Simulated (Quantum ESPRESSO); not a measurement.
# Kohn-Sham bands of BaGaGeH (P3m1)

```yaml
crystal:
  lattice:
    - [4.37804, 0.00000, 0.00000]
    - [-2.18902, 3.79149, 0.00000]
    - [0.00000, 0.00000, 5.26956]
  atoms:
    - { symbol: Ba, position: [0.33333, 0.66667, 0.00002] }
    - { symbol: Ga, position: [0.00000, 0.00000, 0.55053] }
    - { symbol: Ge, position: [0.66667, 0.33333, 0.44636] }
    - { symbol: H, position: [0.00000, 0.00000, 0.88298] }
```

Materials Project entry mp-1018095; symmetrised, unrelaxed at this level. COD (Crystallography Open Database) has an entry of this formula and space group (matched by these alone). Computed values, not measurements, from PBEsol: Quantum ESPRESSO (norm-conserving PseudoDojo potentials, cutoff 64 Ry, no spin polarisation, no spin-orbit coupling) on a Γ-centred 6×6×4 mesh, then Wannier90. Density: 12×12×6 mesh, cold smearing 0.01 Ry. Spin-orbit coupling is left out although heavy elements are present. The gap is small at this level and was sampled on the meshes and a path alone.

Energies are relative to the valence-band maximum; weights are on the orthonormalised atomic waves of the pseudopotential files, averaged over the group. 38 electrons a cell are treated as valence.

Into which isolated groups do the bands fall, where do they lie and what are they made of?


```csv
bands,from (eV),to (eV),filling,weight on atomic waves
1,-27.47,-27.42,filled,Ba 5s 95 %
2–6,-23.74,-23.64,filled,Ge 3d 100 %
7–11,-14.66,-14.56,filled,Ga 3d 99 %
12–14,-13.14,-12.46,filled,Ba 5p 94 %
15,-9.69,-7.40,filled,"Ge 4s 47 %, Ga 4s 20 %, Ga 4p 15 %"
16,-6.77,-4.45,filled,"H 1s 24 %, Ga 4s 24 %, Ge 4s 16 %"
17–19,-3.46,0.00,filled,"Ge 4p 48 %, Ga 4p 26 %, H 1s 11 %"
```

The Kohn-Sham gap over both meshes and the path is 0.06 eV.
